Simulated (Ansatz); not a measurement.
One stationary structure of AlN. All values below come from r2SCAN (plane waves to 500 eV, PAW, scalar-relativistic; Ansatz, a program for electronic structure).

```xyz
12
Lattice="3.0943 0.0000 0.0000 -1.5472 2.6798 0.0000 0.0000 0.0000 15.0808" Properties=species:S:1:pos:R:3 pbc="T T T"
Al     0.0000     0.0000    15.0753
Al     0.0000     0.0000     7.5349
Al     1.5472     0.8933    12.5758
Al     0.0000     1.7865     5.0354
Al     1.5472     0.8933     2.5145
Al     0.0000     1.7865    10.0548
N      0.0000     0.0000    13.1879
N      0.0000     0.0000     5.6476
N      1.5472     0.8933    10.6776
N      0.0000     1.7865     3.1373
N      1.5472     0.8933     0.6170
N      0.0000     1.7865     8.1574
```

Question: Determine the symmetry and give the standard cell with its independent sites.

Answer: Space group P6₃mc (No. 186); a = b = 3.094 Å, c = 15.081 Å, α = β = 90.00°, γ = 120.00°

| atom | site | symmetry | x | y | z |
|---|---|---|---|---|---|
| Al | 2a | 3m. | 0.0000 | 0.0000 | 0.4996 |
| Al | 2b | 3m. | 0.3333 | 0.6667 | 0.3339 |
| Al | 2b | 3m. | 0.3333 | 0.6667 | 0.6667 |
| N | 2a | 3m. | 0.0000 | 0.0000 | 0.3745 |
| N | 2b | 3m. | 0.3333 | 0.6667 | 0.2080 |
| N | 2b | 3m. | 0.6667 | 0.3333 | 0.0409 |

This is the AFLOW prototype AB_hP12_186_a2b_a2b (B6, as in SiC).

Question: Give the shortest distances between elements (the closest pairs, up to four, under 3.6 Å).

Answer: Al–N 1.89 Å; Al–Al 3.07 Å; N–N 3.08 Å.

| Item | Value |
|---|---|
| Volume per atom | 10.42 Å³ |
| Density | 3.27 g/cm³ |
| Band gap | 4.43 eV, indirect (valence top at Γ, conduction bottom at M) (no spin-orbit coupling) |
| Smallest direct gap | 4.85 eV at Γ |

No spin polarisation in the result.

The run could not lose the symmetry of its start.

The first start was generated by placing the elements on the sites of a structure type. A measured structure of AlN has the same space group, P6₃mc (No. 186); the sites were not compared with it.
